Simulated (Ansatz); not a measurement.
input.yaml

```yaml
crystal:
  lattice:
    - [7.0141808641, 0.0, 0.0]
    - [-3.5070904321, 6.0744588151, 0.0]
    - [0.0, 0.0, 24.7270546935]
  atoms:
    - { symbol: Pb, position: [0.3333333333, 0.1666666667, 0.3437530311] }
    - { symbol: Pb, position: [0.3333333333, 0.6666666667, 0.3437530311] }
    - { symbol: Pb, position: [0.8333333333, 0.1666666667, 0.3437530311] }
    - { symbol: Pb, position: [0.8333333333, 0.6666666667, 0.3437530311] }
    - { symbol: Pb, position: [0.6666666667, 0.3333333333, 0.4579936135] }
    - { symbol: Pb, position: [0.6666666667, 0.8333333333, 0.4579936135] }
    - { symbol: Pb, position: [0.1666666667, 0.3333333333, 0.4579936135] }
    - { symbol: Pb, position: [0.1666666667, 0.8333333333, 0.4579936135] }
    - { symbol: Pb, position: [0.0, 0.5, 0.5722807889] }
    - { symbol: Pb, position: [0.0, 0.0, 0.5722807889] }
    - { symbol: Pb, position: [0.5, 0.5, 0.5722807889] }
    - { symbol: Pb, position: [0.5, 0.0, 0.5722807889] }
    - { symbol: Cu, position: [0.1686968245, 0.3343576152, 0.6396761762] }
basis:
  ecutwfc: 420
kpoints:
  mp_grid: { grid: [6, 6, 1] }
hamiltonian:
  xc: pbe
  dispersion: d3bj
scf:
  occupations: { method: gaussian, width: 0.1 }
output:
  forces: true
  eigenvalues: true
  write_density: true
  write_potential: true
  elf: true
  volumetric_format: npy
relax:
  adjacent_minimum: "off"
  f_tol: 0.02
  max_steps: 70
  constraints: [{ sites: [0, 1, 2, 3] }]
efield:
  axis: 3
  dipole_correction: true
  ramp_width: 0.04
```

Command:
```bash
ansatz run input.yaml --threads 4 --pin off --max-ram 10240MiB --backend cpu --events-out ev --progress --plain --runs-dir out
```

These are results of DFT PBE+D3(BJ), scalar-relativistic, plane waves, PAW in Ansatz 0.2.0, not measurements.

From the run's log, abridged:

```
Warning: the atoms were moved onto the symmetric positions of the space group found under crystal.symmetry.tolerance 1.0e-5 (fractional; ...
Pseudopotentials: kind: paw
Pseudopotential: Pb, paw, valence charge 14, recommended cutoff 420 eV (normal)
Pseudopotential: Cu, paw, valence charge 19, recommended cutoff 420 eV (normal)
Functional definition: PBE
Crystal: 13 atoms, lattice volume = 1053.554 Å³
Basis set: ecut = 420 eV, 20561 PW (Γ), exchange–correlation on 96×96×360 points (8 copies of the dense FFT grid, shifted against one another)
Bands: 113, of which v1, the nominal top of the filled ones, is band 94 counted from 1 (93 counted from 0)
Symmetry: 2 space group operations
Space group: Cm (ITA 8), of the structure as read, at distance tolerance 1.0e-4 Å
k-points: 13 of 36 (time reversal used)
Initial density: superposition of atomic densities (neutral atoms: chi_scale 0, normalization atom), corrected by the library's trained network
Initial wavefunctions: pseudopotential atomic-orbital guess
Functional: x = pbe(κ = 0.804, μ = 0.21951497), c = pbe(β = 0.06672455)
SCF iter   1: F=—  HF=-149502.897649 eV  |F-HF|=—  |Δ(HF+E_count)|=         —  Δρ=1.15e-3  dr2=6.78e-2  ethr=1.77e-3  p=-0.016 e·Å  D=-2.83e-3 V/Å  ΔV_dip=0.07 eV  dr2_dipole=1.46e-2  V_vac-E_F(+/−)=3.87/3.80 eV  ⟨swp⟩=10.2  Hψ=6546  notcnv=0  defer=6
efield: sawtooth ramp at fractional position 0.9717 (placed from the atoms, in the widest stretch of the axis that holds none; the zero of the levels goes with the place), width 0.0400; the density the first Hamiltonian is built on has a dipole p = -0.016 e·Å; the dipole correction subtracts the counter field D = -2.83e-3 V/Å, which shifts the + side's vacuum level by +0.07 eV against the − side's; the planar-averaged density in the ramp window peaks in size at 1.1e-5 e/Å³
SCF iter   2: F=—  HF=-149502.897320 eV  |F-HF|=—  |Δ(HF+E_count)|=   3.28e-4  Δρ=6.95e-4  dr2=2.07e-2  ethr=3.63e-5  p=-0.027 e·Å  D=-4.64e-3 V/Å  ΔV_dip=0.11 eV  dr2_dipole=4.93e-3  V_vac-E_F(+/−)=3.97/3.86 eV  ⟨swp⟩=2.8  Hψ=3158  notcnv=0  defer=48
SCF iter   3: F=—  HF=-149502.896295 eV  |F-HF|=—  |Δ(HF+E_count)|=   1.02e-3  Δρ=3.96e-4  dr2=6.18e-3  ethr=1.11e-5  p=-0.023 e·Å  D=-4.03e-3 V/Å  ΔV_dip=0.10 eV  dr2_dipole=2.13e-3  V_vac-E_F(+/−)=3.98/3.88 eV  ⟨swp⟩=2.1  Hψ=2533  notcnv=0  defer=48
SCF iter   4: F=—  HF=-149502.896142 eV  |F-HF|=—  |Δ(HF+E_count)|=   1.54e-4  Δρ=5.01e-4  dr2=1.63e-3  ethr=3.31e-6  p=-0.029 e·Å  D=-5.07e-3 V/Å  ΔV_dip=0.13 eV  dr2_dipole=2.06e-5  V_vac-E_F(+/−)=4.02/3.89 eV  ⟨swp⟩=2.0  Hψ=2547  notcnv=0  defer=48
SCF iter   5: F=—  HF=-149502.895863 eV  |F-HF|=—  |Δ(HF+E_count)|=   2.79e-4  Δρ=2.49e-4  dr2=4.61e-4  ethr=8.71e-7  p=-0.028 e·Å  D=-4.78e-3 V/Å  ΔV_dip=0.12 eV  dr2_dipole=7.74e-6  V_vac-E_F(+/−)=4.01/3.89 eV  ⟨swp⟩=2.0  Hψ=2543  notcnv=0  defer=48
SCF iter   6: F=—  HF=-149502.895806 eV  |F-HF|=—  |Δ(HF+E_count)|=   5.70e-5  Δρ=7.53e-5  dr2=7.22e-5  ethr=2.46e-7  p=-0.028 e·Å  D=-4.77e-3 V/Å  ΔV_dip=0.12 eV  dr2_dipole=9.32e-6  V_vac-E_F(+/−)=4.01/3.89 eV  ⟨swp⟩=2.0  Hψ=2538  notcnv=0  defer=46
SCF iter   7: F=-149502.895797 eV  HF=-149502.895806 eV  |F-HF|=9.23e-6  |Δ(HF+E_count)|=   5.74e-7  Δρ=2.04e-5  dr2=8.81e-6  ethr=5.35e-9  p=-0.028 e·Å  D=-4.75e-3 V/Å  ΔV_dip=0.12 eV  dr2_dipole=2.30e-6  V_vac-E_F(+/−)=4.01/3.89 eV  ⟨swp⟩=22.1  Hψ=16243  notcnv=0
SCF iter   8: F=-149502.895806 eV  HF=-149502.895806 eV  |F-HF|=3.20e-7  |Δ(HF+E_count)|=   2.69e-7  Δρ=4.06e-6  dr2=3.64e-7  ethr=4.71e-9  p=-0.028 e·Å  D=-4.75e-3 V/Å  ΔV_dip=0.12 eV  dr2_dipole=8.14e-8  V_vac-E_F(+/−)=4.01/3.89 eV  ⟨swp⟩=13.1  Hψ=12376  notcnv=0
SCF iter   9: F=-149502.895807 eV  HF=-149502.895807 eV  |F-HF|=2.04e-9  |Δ(HF+E_count)|=   5.66e-7  Δρ=1.27e-6  dr2=2.85e-8  ethr=1.95e-10  p=-0.028 e·Å  D=-4.76e-3 V/Å  ΔV_dip=0.12 eV  dr2_dipole=7.40e-9  V_vac-E_F(+/−)=4.01/3.89 eV  ⟨swp⟩=11.3  Hψ=11373  notcnv=0
SCF 1 converged in 9 iterations: F = -149502.895807 eV  dr2 = 2.85e-8
relax step   1: F+E_penalty+E_count = -149502.89580660 eV  Δ(F+E_penalty+E_count) = +0.000e0 eV  max|allowed force component| = 4.096e-1 eV/Å  Δτ_max = 0.0000 Å  (9 SCF iters, dr2 threshold 1.00e-5 eV, accepted)
Initial density: handed on by an earlier stage of this run
Initial wavefunctions: those handed on with the density
SCF iter   1: F=—  HF=-149502.933011 eV  |F-HF|=—  |Δ(HF+E_count)|=         —  Δρ=2.07e-3  dr2=4.52e-2  ethr=2.41e-5  p=-0.028 e·Å  D=-4.75e-3 V/Å  ΔV_dip=0.12 eV  dr2_dipole=4.01e-5  V_vac-E_F(+/−)=4.03/3.91 eV  ⟨swp⟩=1.8  Hψ=5036  notcnv=0  defer=136
efield: sawtooth ramp at fractional position 0.9717 (handed on by an earlier solve), width 0.0400; the density the first Hamiltonian is built on has a dipole p = -0.028 e·Å; the dipole correction subtracts the counter field D = -4.75e-3 V/Å, which shifts the + side's vacuum level by +0.12 eV against the − side's; the planar-averaged density in the ramp window peaks in size at 1.3e-6 e/Å³
SCF iter   2: F=—  HF=-149502.925095 eV  |F-HF|=—  |Δ(HF+E_count)|=   7.92e-3  Δρ=1.54e-3  dr2=2.32e-2  ethr=2.41e-5  p=-0.044 e·Å  D=-7.63e-3 V/Å  ΔV_dip=0.19 eV  dr2_dipole=1.62e-3  V_vac-E_F(+/−)=4.11/3.92 eV  ⟨swp⟩=2.0  Hψ=2628  notcnv=0  defer=136
SCF iter   3: F=—  HF=-149502.922945 eV  |F-HF|=—  |Δ(HF+E_count)|=   2.15e-3  Δρ=1.42e-3  dr2=1.38e-2  ethr=1.24e-5  p=-0.031 e·Å  D=-5.28e-3 V/Å  ΔV_dip=0.13 eV  dr2_dipole=2.08e-5  V_vac-E_F(+/−)=4.06/3.93 eV  ⟨swp⟩=2.0  Hψ=2553  notcnv=0  defer=136
SCF iter   4: F=—  HF=-149502.920282 eV  |F-HF|=—  |Δ(HF+E_count)|=   2.66e-3  Δρ=2.79e-4  dr2=1.06e-3  ethr=7.37e-6  p=-0.031 e·Å  D=-5.31e-3 V/Å  ΔV_dip=0.13 eV  dr2_dipole=3.35e-5  V_vac-E_F(+/−)=4.06/3.93 eV  ⟨swp⟩=2.0  Hψ=2863  notcnv=0  defer=136
SCF iter   5: F=—  HF=-149502.920386 eV  |F-HF|=—  |Δ(HF+E_count)|=   1.04e-4  Δρ=7.37e-5  dr2=1.32e-4  ethr=5.69e-7  p=-0.032 e·Å  D=-5.54e-3 V/Å  ΔV_dip=0.14 eV  dr2_dipole=1.88e-6  V_vac-E_F(+/−)=4.07/3.93 eV  ⟨swp⟩=2.0  Hψ=2505  notcnv=0  defer=136
SCF iter   6: F=—  HF=-149502.920388 eV  |F-HF|=—  |Δ(HF+E_count)|=   2.05e-6  Δρ=2.69e-5  dr2=2.03e-5  ethr=7.08e-8  p=-0.033 e·Å  D=-5.59e-3 V/Å  ΔV_dip=0.14 eV  dr2_dipole=6.66e-8  V_vac-E_F(+/−)=4.07/3.93 eV  ⟨swp⟩=2.0  Hψ=1564  notcnv=0  defer=136
SCF iter   7: F=-149502.920384 eV  HF=-149502.920385 eV  |F-HF|=4.25e-7  |Δ(HF+E_count)|=   3.32e-6  Δρ=7.57e-6  dr2=2.06e-6  ethr=5.61e-9  p=-0.033 e·Å  D=-5.59e-3 V/Å  ΔV_dip=0.14 eV  dr2_dipole=2.77e-7  V_vac-E_F(+/−)=4.07/3.93 eV  ⟨swp⟩=21.8  Hψ=16834  notcnv=0
SCF 2 converged in 7 iterations: F = -149502.920384 eV  dr2 = 2.06e-6
relax step   2: F+E_penalty+E_count = -149502.92038412 eV  Δ(F+E_penalty+E_count) = -2.458e-2 eV  max|allowed force component| = 1.951e-1 eV/Å  Δτ_max = 0.1189 Å  (7 SCF iters, dr2 threshold 1.05e-5 eV, accepted)
SCF iter   1: F=—  HF=-149502.937192 eV  |F-HF|=—  |Δ(HF+E_count)|=         —  Δρ=7.91e-4  dr2=8.09e-3  ethr=2.78e-5  p=-0.033 e·Å  D=-5.59e-3 V/Å  ΔV_dip=0.14 eV  dr2_dipole=9.54e-4  V_vac-E_F(+/−)=4.07/3.93 eV  ⟨swp⟩=3.9  Hψ=3593  notcnv=0  defer=142
   ...
SCF iter   7: F=-149502.935311 eV  HF=-149502.935310 eV  |F-HF|=2.38e-7  |Δ(HF+E_count)|=   8.78e-7  Δρ=2.76e-6  dr2=3.84e-7  ethr=1.27e-9  p=-0.030 e·Å  D=-5.22e-3 V/Å  ΔV_dip=0.13 eV  dr2_dipole=9.08e-8  V_vac-E_F(+/−)=4.05/3.92 eV  ⟨swp⟩=20.9  Hψ=14361  notcnv=0
SCF 3 converged in 7 iterations: F = -149502.935311 eV  dr2 = 3.84e-7
  Residual-converged pass: ⟨swp⟩=1.1  Hψ=1522  notcnv=0  max |occ|·‖R‖ = 7.0e-9 eV (tolerance 1.0e-8 eV) dr2=3.84e-7  dr2_onsite=1.67e-8  max |Δocc| = 3.1e-11
relax step   3: F+E_penalty+E_count = -149502.93531068 eV  Δ(F+E_penalty+E_count) = -1.493e-2 eV  max|allowed force component| = 9.131e-2 eV/Å  Δτ_max = 0.0395 Å  (7 SCF iters, dr2 threshold 2.38e-6 eV, accepted)
SCF iter   1: F=—  HF=-149502.941519 eV  |F-HF|=—  |Δ(HF+E_count)|=         —  Δρ=1.08e-3  dr2=1.07e-2  ethr=3.86e-5  p=-0.030 e·Å  D=-5.22e-3 V/Å  ΔV_dip=0.13 eV  dr2_dipole=3.50e-4  V_vac-E_F(+/−)=4.05/3.92 eV  ⟨swp⟩=3.2  Hψ=3425  notcnv=0  defer=142
efield: sawtooth ramp at fractional position 0.9717 (handed on by an earlier solve), width 0.0400; the density the first Hamiltonian is built on has a dipole p = -0.030 e·Å; the dipole correction subtracts the counter field D = -5.22e-3 V/Å, which shifts the + side's vacuum level by +0.13 eV against the − side's; the planar-averaged density in the ramp window peaks in size at 1.4e-6 e/Å³
SCF iter   2: F=—  HF=-149502.940484 eV  |F-HF|=—  |Δ(HF+E_count)|=   1.03e-3  Δρ=1.17e-3  dr2=9.21e-3  ethr=5.73e-6  p=-0.021 e·Å  D=-3.58e-3 V/Å  ΔV_dip=0.09 eV  dr2_dipole=1.46e-4  V_vac-E_F(+/−)=4.00/3.91 eV  ⟨swp⟩=2.0  Hψ=2904  notcnv=0  defer=142
SCF iter   3: F=—  HF=-149502.939241 eV  |F-HF|=—  |Δ(HF+E_count)|=   1.24e-3  Δρ=6.95e-4  dr2=3.45e-3  ethr=4.93e-6  p=-0.028 e·Å  D=-4.79e-3 V/Å  ΔV_dip=0.12 eV  dr2_dipole=3.10e-8  V_vac-E_F(+/−)=4.03/3.91 eV  ⟨swp⟩=2.0  Hψ=2548  notcnv=0  defer=142
SCF iter   4: F=—  HF=-149502.938610 eV  |F-HF|=—  |Δ(HF+E_count)|=   6.31e-4  Δρ=2.15e-4  dr2=4.35e-4  ethr=1.85e-6  p=-0.028 e·Å  D=-4.84e-3 V/Å  ΔV_dip=0.12 eV  dr2_dipole=1.87e-5  V_vac-E_F(+/−)=4.03/3.91 eV  ⟨swp⟩=2.0  Hψ=2470  notcnv=0  defer=142
SCF iter   5: F=—  HF=-149502.938765 eV  |F-HF|=—  |Δ(HF+E_count)|=   1.55e-4  Δρ=3.47e-5  dr2=5.02e-5  ethr=2.33e-7  p=-0.028 e·Å  D=-4.78e-3 V/Å  ΔV_dip=0.12 eV  dr2_dipole=1.18e-5  V_vac-E_F(+/−)=4.03/3.91 eV  ⟨swp⟩=2.0  Hψ=2523  notcnv=0  defer=142
SCF iter   6: F=—  HF=-149502.938774 eV  |F-HF|=—  |Δ(HF+E_count)|=   9.24e-6  Δρ=2.01e-5  dr2=1.00e-5  ethr=2.69e-8  p=-0.028 e·Å  D=-4.78e-3 V/Å  ΔV_dip=0.12 eV  dr2_dipole=2.73e-6  V_vac-E_F(+/−)=4.03/3.91 eV  ⟨swp⟩=2.0  Hψ=1553  notcnv=0  defer=142
SCF iter   7: F=-149502.938773 eV  HF=-149502.938773 eV  |F-HF|=1.60e-7  |Δ(HF+E_count)|=   1.41e-6  Δρ=3.50e-6  dr2=7.80e-7  ethr=9.77e-10  p=-0.028 e·Å  D=-4.78e-3 V/Å  ΔV_dip=0.12 eV  dr2_dipole=2.36e-7  V_vac-E_F(+/−)=4.03/3.91 eV  ⟨swp⟩=21.7  Hψ=15925  notcnv=0
SCF 4 converged in 7 iterations: F = -149502.938773 eV  dr2 = 7.80e-7
relax step   4: F+E_penalty+E_count = -149502.93877308 eV  Δ(F+E_penalty+E_count) = -3.462e-3 eV  max|allowed force component| = 3.639e-2 eV/Å  Δτ_max = 0.0536 Å  (7 SCF iters, dr2 threshold 1.83e-6 eV, accepted)
SCF iter   1: F=—  HF=-149502.939165 eV  |F-HF|=—  |Δ(HF+E_count)|=         —  Δρ=2.43e-4  dr2=6.16e-4  ethr=7.50e-6  p=-0.028 e·Å  D=-4.78e-3 V/Å  ΔV_dip=0.12 eV  dr2_dipole=3.76e-5  V_vac-E_F(+/−)=4.03/3.91 eV  ⟨swp⟩=2.9  Hψ=2538  notcnv=0  defer=140
efield: sawtooth ramp at fractional position 0.9717 (handed on by an earlier solve), width 0.0400; the density the first Hamiltonian is built on has a dipole p = -0.028 e·Å; the dipole correction subtracts the counter field D = -4.78e-3 V/Å, which shifts the + side's vacuum level by +0.12 eV against the − side's; the planar-averaged density in the ramp window peaks in size at 1.5e-6 e/Å³
SCF iter   2: F=—  HF=-149502.939110 eV  |F-HF|=—  |Δ(HF+E_count)|=   5.43e-5  Δρ=2.68e-4  dr2=4.82e-4  ethr=3.30e-7  p=-0.029 e·Å  D=-5.00e-3 V/Å  ΔV_dip=0.12 eV  dr2_dipole=3.28e-5  V_vac-E_F(+/−)=4.03/3.91 eV  ⟨swp⟩=2.0  Hψ=2910  notcnv=0  defer=140
SCF iter   3: F=—  HF=-149502.939067 eV  |F-HF|=—  |Δ(HF+E_count)|=   4.28e-5  Δρ=1.38e-4  dr2=1.63e-4  ethr=2.58e-7  p=-0.028 e·Å  D=-4.81e-3 V/Å  ΔV_dip=0.12 eV  dr2_dipole=1.23e-5  V_vac-E_F(+/−)=4.03/3.91 eV  ⟨swp⟩=2.0  Hψ=2539  notcnv=0  defer=140
SCF iter   4: F=—  HF=-149502.939037 eV  |F-HF|=—  |Δ(HF+E_count)|=   3.01e-5  Δρ=3.64e-5  dr2=1.67e-5  ethr=8.72e-8  p=-0.028 e·Å  D=-4.79e-3 V/Å  ΔV_dip=0.12 eV  dr2_dipole=1.41e-6  V_vac-E_F(+/−)=4.03/3.91 eV  ⟨swp⟩=2.0  Hψ=2476  notcnv=0  defer=140
SCF iter   5: F=—  HF=-149502.939284 eV  |F-HF|=—  |Δ(HF+E_count)|=   2.47e-4  Δρ=5.84e-6  dr2=1.63e-6  ethr=8.90e-9  p=-0.028 e·Å  D=-4.80e-3 V/Å  ΔV_dip=0.12 eV  dr2_dipole=3.68e-7  V_vac-E_F(+/−)=4.03/3.91 eV  ⟨swp⟩=2.0  Hψ=2531  notcnv=0  defer=140
SCF iter   6: F=—  HF=-149502.939285 eV  |F-HF|=—  |Δ(HF+E_count)|=   9.91e-7  Δρ=3.03e-6  dr2=1.98e-7  ethr=8.73e-10  p=-0.028 e·Å  D=-4.80e-3 V/Å  ΔV_dip=0.12 eV  dr2_dipole=2.33e-8  V_vac-E_F(+/−)=4.03/3.91 eV  ⟨swp⟩=2.0  Hψ=1560  notcnv=0  defer=140
SCF iter   7: F=-149502.939285 eV  HF=-149502.939285 eV  |F-HF|=1.02e-7  |Δ(HF+E_count)|=   2.65e-8  Δρ=7.89e-7  dr2=2.85e-8  ethr=5.35e-11  p=-0.028 e·Å  D=-4.80e-3 V/Å  ΔV_dip=0.12 eV  dr2_dipole=5.43e-9  V_vac-E_F(+/−)=4.03/3.91 eV  ⟨swp⟩=18.3  Hψ=12320  notcnv=0
SCF 5 converged in 7 iterations: F = -149502.939285 eV  dr2 = 2.85e-8
relax step   5: F+E_penalty+E_count = -149502.93928540 eV  Δ(F+E_penalty+E_count) = -5.123e-4 eV  max|allowed force component| = 4.404e-3 eV/Å  Δτ_max = 0.0187 Å  (7 SCF iters, accepted)
WARN: The output density's exchange-correlation potential varies sharply where the density is thin. Do not read a vacuum level from v_tot or v_xc, or from such a field of the output density. On a cell that repeats whose density bears no net charge and no dipole along the vacuum's axis use v_es (v_loc + v_h of the components); under efield.dipole_correction with no amplitude use v_es + v_field, which holds any external_charges[].barrier, or the levels of the report's work_function block, which leave it out; under a non-zero efield.amplitude the vacuum is tilted and has no level; on a cell that repeats and bears such a dipole with no correction it is tilted too, and efield.dipole_correction wi ...
SCF converged after 7 iterations
Free energy (F): -149502.939285 eV
Harris-Foulkes:  -149502.939285 eV  (|F-HF|=1.02e-7)
Internal energy: -149502.874249 eV  (E = F + TS)
E sigma→0 (E₀):  -149502.906767 eV
Entropy (-TS):   -0.065036 eV (-5.003 meV/atom)
Fermi energy:    1.410046 eV
Dipole field:    D = -0.004760 V/Å  (p = -0.027716 e·Å, saw-weighted, corrected)
Work function:   Φ+ = 4.0288 eV   Φ− = 3.9111 eV
Levels:          The Fermi level and band energies are counted from a zero that moves with the ramp; work functions are not
--- Per-component energies (eV) ---
  E_band       = -2669.679794
  E_kinetic    = 3764.594631
  E_local      = -142902.342602  (includes V_loc(G=0)·N_el)
  E_nonlocal   = 4593.253706
  E_hartree    = 69029.256749
  E_xc         = -2732.792030
  E_vxc        = -1697.085944  (∫ρ·V_xc dr)
  E_paw        = -126539.096362  (= ΣΔE_a)
  E_vpaw       = -4486.254594  (= ΣTr[D̂ρ^β])
  E_aug_tail   = 0.000863  (compensation charges beyond the density's cutoff)
  E_efield     = 0.000066  (sawtooth field / dipole correction)
  E_vefield    = -0.352728  (∫n·V_field dr)
  E_ewald      = 45288.026246
  E_disp       = -3.775517  (pairwise vdW)
  E_smearing   = -0.065036  (= −TS)
--- Forces (eV/Å), atoms counted from 1 ---
  atom   1  Pb    -0.02647286     0.01534621     0.00433996
  atom   2  Pb     0.00005378    -0.03059928     0.00433996
  atom   3  Pb     0.02662761     0.01537346     0.00430446
  atom   4  Pb     0.00001255     0.00000725    -0.02017398
  atom   5  Pb    -0.00004239     0.00422107     0.00057855
  atom   6  Pb     0.00363436    -0.00214725     0.00057855
  atom   7  Pb    -0.00021473    -0.00012397     0.00440393
  atom   8  Pb    -0.00376517    -0.00217382     0.00047222
  atom   9  Pb    -0.00183814     0.00112508    -0.00110087
  atom  10  Pb     0.00005528    -0.00215442    -0.00110087
  atom  11  Pb     0.00178946     0.00103315    -0.00093878
  atom  12  Pb     0.00014514     0.00008379     0.00255669
  atom  13  Cu     0.00001052     0.00000607     0.00172437
--- Band table (eV; the first three rows and the last of 13) ---
  k-point 0: bands = ["-110.6887", "-68.1017", "-68.0840", "-68.0840", "-15.7290", "-15.7265", "-15.7265", "-15.6811", "-15.6782", "-15.6782", "-15.6496", "-15.6496", "-15.6466", "-15.6317", "-15.6162", "-15.6058", "-15.6058", "-15.5999", "-15.5947", "-15.5947", "-15.5830", "-15.5830", "-15.5710", "-15.5673", "-15.5672", "-15.5614", "-15.5614", "-15.5593", "-15.5514", "-15.5494", "-15.5494", "-15.5485", "-15.5427", "-15.5427", "-15.4731", "-15.4730", "-15.4500", "-15.4500", "-15.4410", "-15.4345", "-15.4258", "-15.4258", "-15.4060", "-15.4060", "-15.3587", "-15.3534", "-15.3534", "-15.3408", "-15.3372", "-15.3371", "-15.3309", "-15.3309", "-15.3283", "-15.3283", "-15.3255", "-15.3107", "-15. ...
  k-point 1: bands = ["-110.6887", "-68.1017", "-68.0840", "-68.0840", "-15.7204", "-15.7107", "-15.7097", "-15.6757", "-15.6633", "-15.6613", "-15.6417", "-15.6413", "-15.6353", "-15.6262", "-15.6118", "-15.6051", "-15.5984", "-15.5931", "-15.5883", "-15.5867", "-15.5803", "-15.5741", "-15.5701", "-15.5633", "-15.5605", "-15.5583", "-15.5544", "-15.5526", "-15.5488", "-15.5486", "-15.5401", "-15.5394", "-15.5366", "-15.5340", "-15.4746", "-15.4711", "-15.4590", "-15.4527", "-15.4429", "-15.4418", "-15.4278", "-15.4251", "-15.4158", "-15.4158", "-15.3667", "-15.3649", "-15.3624", "-15.3561", "-15.3526", "-15.3506", "-15.3414", "-15.3372", "-15.3342", "-15.3331", "-15.3298", "-15.3192", "-15. ...
  k-point 2: bands = ["-110.6887", "-68.1017", "-68.0840", "-68.0840", "-15.7005", "-15.6733", "-15.6715", "-15.6631", "-15.6377", "-15.6247", "-15.6224", "-15.6198", "-15.6159", "-15.6134", "-15.6087", "-15.5959", "-15.5936", "-15.5836", "-15.5792", "-15.5774", "-15.5711", "-15.5624", "-15.5568", "-15.5514", "-15.5461", "-15.5408", "-15.5404", "-15.5321", "-15.5288", "-15.5261", "-15.5226", "-15.5154", "-15.5119", "-15.5058", "-15.4809", "-15.4739", "-15.4682", "-15.4669", "-15.4548", "-15.4479", "-15.4440", "-15.4423", "-15.4276", "-15.4199", "-15.4017", "-15.4002", "-15.3967", "-15.3950", "-15.3839", "-15.3689", "-15.3671", "-15.3608", "-15.3531", "-15.3529", "-15.3449", "-15.3411", "-15. ...
  k-point 12: bands = ["-110.6887", "-68.1017", "-68.0840", "-68.0840", "-15.6818", "-15.6625", "-15.6521", "-15.6487", "-15.6411", "-15.6235", "-15.6185", "-15.6124", "-15.6026", "-15.5939", "-15.5922", "-15.5845", "-15.5832", "-15.5755", "-15.5698", "-15.5669", "-15.5609", "-15.5492", "-15.5388", "-15.5381", "-15.5362", "-15.5344", "-15.5323", "-15.5273", "-15.5237", "-15.5188", "-15.5076", "-15.5008", "-15.4954", "-15.4946", "-15.4861", "-15.4791", "-15.4684", "-15.4628", "-15.4610", "-15.4554", "-15.4553", "-15.4457", "-15.4359", "-15.4241", "-15.4201", "-15.4195", "-15.4053", "-15.4047", "-15.4013", "-15.3960", "-15.3958", "-15.3830", "-15.3795", "-15.3770", "-15.3759", "-15.3662", "-15 ...
--- Relaxed structure (5 steps of the walk, 5 accepted, 0 SCFs on fresh bases) ---
  F+E_penalty+E_count = -149502.93928540 eV   max|allowed force component| = 4.404e-3 eV/Å
  atoms:
    - { symbol: Pb, position: [0.33333333, 0.16666666665, 0.3437530311] }
    - { symbol: Pb, position: [0.3333333333, 0.66666666665, 0.3437530311] }
    - { symbol: Pb, position: [0.83333333, 0.16666666, 0.3437530311] }
    - { symbol: Pb, position: [0.83333333, 0.66666666665, 0.3437530311] }
    - { symbol: Pb, position: [0.66550255, 0.33094786, 0.45589528] }
    - { symbol: Pb, position: [0.66550255, 0.83455469, 0.45589528] }
    - { symbol: Pb, position: [0.16671368, 0.33335684, 0.45948107] }
    - { symbol: Pb, position: [0.16907764, 0.83453882, 0.45589819] }
    - { symbol: Pb, position: [-0.00482835, 0.50482593, 0.57119104] }
    - { symbol: Pb, position: [-0.00482835, -0.00965429, 0.57119104] }
    - { symbol: Pb, position: [0.50969940, 0.50484970, 0.57118210] }
    - { symbol: Pb, position: [0.49997753, -1.12343430e-5, 0.56982510] }
    - { symbol: Cu, position: [0.16671896, 0.33335948, 0.63973126] }
```

The relaxation met its thresholds.

It took 96 s on 4 threads of AMD EPYC 9R45 96-Core Processor (Zen 5), with other jobs on the host, peak memory 3.1 GiB.

Spin–orbit coupling is left out, which can shift energies with elements as heavy as these.